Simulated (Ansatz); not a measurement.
The start is a relaxed TiC cell with one C and one Ti atom exchanged in a cell of 4 atoms. The cell and all atomic positions are relaxed at zero pressure with PBEsol (plane waves to 420 eV, PAW, scalar-relativistic; Ansatz, an electronic-structure program). First-step values are on the input's coarse k-mesh.

Ansatz input (later rounds restart from its end on a renewed k-mesh):
Ansatz 0.2 input:
```yaml
crystal:
  lattice:
    - [0, 4.2933173392, 4.2933173392]
    - [2.1466586696, 0, 2.1466586696]
    - [2.1466586696, 2.1466586696, 0]
  atoms:
    - { symbol: Ti, position: [0, 0, 0] }
    - { symbol: C, position: [0.5, 0, 0] }
    - { symbol: Ti, position: [0.25, 0.5, 0.5] }
    - { symbol: C, position: [0.75, 0.5, 0.5] }
basis: { ecutwfc: 420, ecutrho_ratio: 4, xc_grid: 2, fft_grid_basis: typed }
kpoints: { mp_grid: { grid: [9, 9, 9] } }
hamiltonian:
  xc: pbesol
  dispersion: none
  pseudopotentials: { kind: paw }
scf: { occupations: { method: fermi_dirac, width: 0.05 } }
relax: { f_tol: 0.01, max_steps: 100, cell: { stress_tol: 0.02 } }
output: { forces: true, stress: true }
```

Band gap at the end: zero (metallic)
Optimiser moves: 17

Relaxed structure:

Space group R-3m, hexagonal axes (No. 166); a = b = 2.937 Å, c = 15.864 Å, α = β = 90.00°, γ = 120.00°

```csv
atom,site,symmetry,x,y,z
Ti,6c,3m,0.0000,0.0000,0.0899
C,6c,3m,0.0000,0.0000,0.3347
```
(The calculation used a cell of 4 atoms; values per cell refer to that cell.)

Final values are on a 18×18×18 k-mesh of the relaxed cell. The start holds a very short contact (Ti–Ti 2.15 Å). No spin polarisation in the result.

The run could not lose the symmetry of its start, so the end can be a saddle point.

The relaxed structure here is a generated cell of TiC: the first start was made by placing the elements on the sites of a structure type, and the end was not matched to a known phase here, so it may be hypothetical. Known forms of TiC include space group No. 225.
